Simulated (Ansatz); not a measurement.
LaF$_{3}$ (space group P6_3/mmc)

```
LaF3
1.0
    4.15905     0.00000     0.00000
   -2.07952     3.60184     0.00000
    0.00000     0.00000     7.34099
La F
2 6
Direct
  0.66667   0.33333   0.75000
  0.33333   0.66667   0.25000
  0.33333   0.66667   0.91996
  0.66667   0.33333   0.08004
  0.66667   0.33333   0.41996
  0.33333   0.66667   0.58004
  0.00000   0.00000   0.25000
  0.00000   0.00000   0.75000
```

The slice is a (1 -1 0 0) plane (indices of the conventional cell) through the point (0.667, 0.333, 0.420) (fractional), spanned by u = [110] and v = [001] in vectors of this cell: u (4.16 Å) and v (7.34 Å, at 90° to u). It covers one period; positions are fractions (u, v).

Level of theory: r2SCAN (plane waves to 500 eV, PAW, scalar-relativistic; Ansatz, a quantum-chemistry and plane-wave program). k mesh 9×9×5. Inside the PAW spheres the values are not all-electron values, and peaks at nuclei hang on which shells count as valence. LaF3 is run without spin polarisation. LaF3 was relaxed with its symmetry unable to fall. This is one of several known forms of LaF3; the measured ambient cells at hand have space group No. 165.

Task: What is the ELF at the density minimum of the shortest La–F line in this plane (2.42 Å)?

Result: 0.2.

Task: The ELF has a maximum in the middle third of the La–F line. Where, and how high?

Result: 0.85, 0.9 Å from La.

Task: What is the valence density on the shortest La–F line in this plane (2.42 Å), at its minimum between the atoms?

Result: 0.36 e/Å³.

Task: Sketch the electron localisation function (ELF) on this plane as a map.

Result: 
```tsv
v \ u	0.00	0.12	0.25	0.38	0.50	0.62	0.75	0.88
0.96	x	0.82	0.30	0.02	0.03	0.02	0.30	0.82
0.86	0.15	0.09	0.03	0.12	0.21	0.12	0.03	0.09
0.75	0.79	0.68	0.06	0.06	0.11	0.06	0.06	0.68
0.64	x	0.81	0.41	0.02	0.01	0.02	0.41	0.81
0.54	0.36	0.21	0.03	0.06	0.20	0.06	0.03	0.21
0.43	0.83	0.86	0.34	0.02	0.03	0.02	0.34	0.86
0.32	x	0.64	0.74	0.04	0.08	0.04	0.74	0.64
0.21	0.84	0.81	0.18	0.03	0.04	0.03	0.18	0.81
0.11	0.66	0.46	0.05	0.05	0.18	0.05	0.05	0.46
0.00	x	0.81	0.42	0.02	0.01	0.02	0.42	0.81
```

Values: electron localisation function (ELF). Points within 0.5 Å of a nucleus are blanked (x), as the pseudised field means little there.
